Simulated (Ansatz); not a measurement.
**Is this Mg5ZnS6 structure a true minimum?**

It was reached by relaxing an invented guess, and it needn't be the stable form of this composition.

Level of theory: DFT PBE, scalar-relativistic, plane waves, PAW in Ansatz 0.2.0. Plane waves to 420 eV, a k mesh through Γ of 6×6×4 on the computed 12-atom cell and Gaussian smearing (0.02 eV); no spin polarisation.

The cell below (12 atoms, space group P31m (No. 157)) is relaxed within its symmetry.

```cif
data_structure
_symmetry_space_group_name_H-M 'P 1'
_symmetry_Int_Tables_number 1
_cell_length_a 6.9595
_cell_length_b 6.9595
_cell_length_c 6.4699
_cell_angle_alpha 90.000
_cell_angle_beta 90.000
_cell_angle_gamma 120.000
_cell_volume 271.38
loop_
_atom_site_label
_atom_site_type_symbol
_atom_site_fract_x
_atom_site_fract_y
_atom_site_fract_z
_atom_site_occupancy
Mg1 Mg 0.00000 0.66983 0.00241 1
Mg2 Mg 0.66983 0.00000 0.00241 1
Mg3 Mg 0.33017 0.33017 0.00241 1
Mg4 Mg 0.33333 0.66667 0.50295 1
Mg5 Mg 0.66667 0.33333 0.50295 1
Zn1 Zn 0.00000 0.00000 0.50421 1
S1 S 0.00000 0.67689 0.38468 1
S2 S 0.67689 0.00000 0.38468 1
S3 S 0.32311 0.32311 0.38468 1
S4 S 0.33333 0.66667 0.88427 1
S5 S 0.00000 0.00000 0.87012 1
S6 S 0.66667 0.33333 0.88427 1
```

For the test it was strained at random (σ = 1.5 % a component), the atoms were moved at random (σ = 0.10 Å), and all was relaxed again on a coarse 2×3×3 mesh (in the run’s order of axes) with 0.10 eV smearing, with no symmetry imposed.

Task: Does it come back?

Result: It returns, within 1 meV/atom of the unmoved cell on that mesh and with the same symmetry when read at 0.1 Å. So it is stable against the distortions that fit this cell and that this random move excites. Modes that don't fit the cell aren't tested.
